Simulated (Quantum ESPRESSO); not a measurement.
ZrHfSnIn5, a guest atom moved from site to site

Computed values, not a measurement. The program is pw.x of Quantum ESPRESSO 7.5 (plane-wave density functional theory). The cell is made up: eight metal atoms on a hexagonal close-packed lattice, with elements, volume, strain and displacements drawn at random and not relaxed, so it may be unstable or far from any real phase. PseudoDojo standard norm-conserving files set the functional (PBE unless stated); there is no spin polarisation or spin-orbit coupling, the Fermi-Dirac width of 0.25 eV means electrons at about 2900 K, and the masses in the input are unused placeholders. The tin pseudopotential is less sure than most, with forces differing by about three percent from a second method on plain tin. Heavy elements are run without spin-orbit coupling, which real alloys of them have. A spin test at this wide smearing found no moment, but such smearing suppresses magnetism that the real alloy may have.

The runs move one Sn atom among sites that otherwise hold In. Cell, positions, cutoff, mesh and smearing stay as in the input of run 1; sites are counted in its order. Stress in the tables is positive in tension.

Input of run 1:

```
&control calculation='scf', pseudo_dir='./dojo.nc.sr.pbe.v0_5.standard.upf', outdir='./o', disk_io='minimal', tprnfor=.true., tstress=.true. /
&system ibrav=0, nat=8, ntyp=4, nbnd=62, ecutwfc=72.02867146, nosym=.true., tot_charge=0,
 occupations='smearing', smearing='fd', degauss=0.0183746611
/
&electrons conv_thr=1.470e-08, electron_maxstep=70, mixing_beta=0.5 /
ATOMIC_SPECIES
Hf 1.0 Hf.upf
In 1.0 In.upf
Sn 1.0 Sn.upf
Zr 1.0 Zr.upf
CELL_PARAMETERS angstrom
3.1653 0.0 0.0
1.5826 -2.7413 -5.075
1.5826 8.2237 -5.075
ATOMIC_POSITIONS angstrom
Zr -0.1006 0.0053 0.0489
Hf 1.6054 2.7525 -4.9661
Sn 1.5884 -0.9736 -2.5612
In 3.2554 1.8157 -7.6026
In 3.013 5.4964 -5.0333
In 3.2409 -0.0163 -5.0753
In 3.101 1.9149 -2.5202
In 4.7936 4.4916 -7.636
K_POINTS automatic
8 4 3 1 1 1
```

| run | elements on sites 1 to 8 | free energy less that of run 1 (eV) | -TS (eV) | pressure (GPa) | stress xx (GPa) | stress yy (GPa) | stress zz (GPa) | stress yz (GPa) | stress xz (GPa) | stress xy (GPa) | iterations |
| --- | --- | --- | --- | --- | --- | --- | --- | --- | --- | --- | --- |
| 1 | Zr Hf Sn In In In In In | 0.000 | -0.820 | 6.56 | -7.54 | -5.51 | -6.62 | 0.81 | 0.10 | 0.11 | 14 |
| 2 | Zr Hf In Sn In In In In | 0.070 | -0.833 | 6.77 | -7.91 | -5.65 | -6.74 | 0.80 | 0.18 | 0.18 | 14 |
| 3 | Zr Hf In In In Sn In In | 0.031 | -0.816 | 6.58 | -7.33 | -4.16 | -8.24 | 0.01 | 0.06 | -0.07 | 14 |
| 4 | Zr Hf In In In In Sn In | 0.009 | -0.820 | 6.67 | -7.72 | -5.56 | -6.71 | -0.81 | 0.02 | 0.11 | 14 |
| 5 | Zr Hf In In In In In Sn | 0.024 | -0.820 | 6.69 | -7.60 | -5.75 | -6.71 | -0.87 | 0.01 | 0.08 | 14 |

Forces Fx Fy Fz (eV/Å):

| site | run 1 | run 2 | run 3 | run 4 | run 5 |
| --- | --- | --- | --- | --- | --- |
| 1 | 0.26 0.20 -0.63 | 0.27 0.23 -0.52 | 0.24 0.38 -0.57 | 0.29 0.36 -0.75 | 0.24 0.09 -0.26 |
| 2 | -0.14 0.29 -0.74 | -0.15 0.29 -0.85 | -0.15 0.09 -0.73 | -0.13 0.19 -0.48 | -0.15 0.42 -0.98 |
| 3 | 0.00 0.29 0.74 | -0.02 0.30 0.53 | -0.03 0.25 0.76 | -0.02 0.20 0.54 | -0.01 0.49 0.54 |
| 4 | -0.22 0.23 0.66 | -0.23 0.21 0.86 | -0.22 0.29 0.50 | -0.22 0.43 0.67 | -0.23 0.06 0.63 |
| 5 | 0.22 -0.46 -0.39 | 0.25 -0.28 -0.70 | 0.23 -0.37 -0.47 | 0.22 -0.38 -0.47 | 0.25 -0.40 -0.39 |
| 6 | -0.22 0.14 -0.01 | -0.21 -0.05 0.31 | -0.16 0.04 0.24 | -0.23 0.07 0.37 | -0.21 0.04 0.23 |
| 7 | 0.25 -0.69 -0.04 | 0.25 -1.00 0.04 | 0.24 -0.81 -0.10 | 0.23 -0.97 -0.23 | 0.24 -0.84 -0.02 |
| 8 | -0.15 -0.01 0.41 | -0.14 0.31 0.33 | -0.14 0.13 0.38 | -0.15 0.10 0.36 | -0.13 0.14 0.24 |

The sites are displaced and not relaxed, so the energy differences hold strain from misfit and are not ordering energies. A rerun of one cell of this series at a higher cutoff and on a denser mesh moved values by no more than 0.018 eV in energy, 0.26 GPa in stress and 0.019 eV/Å in force, and a second program with other atomic files agreed on that cell to 2 % rms in force and 0.5 GPa in pressure.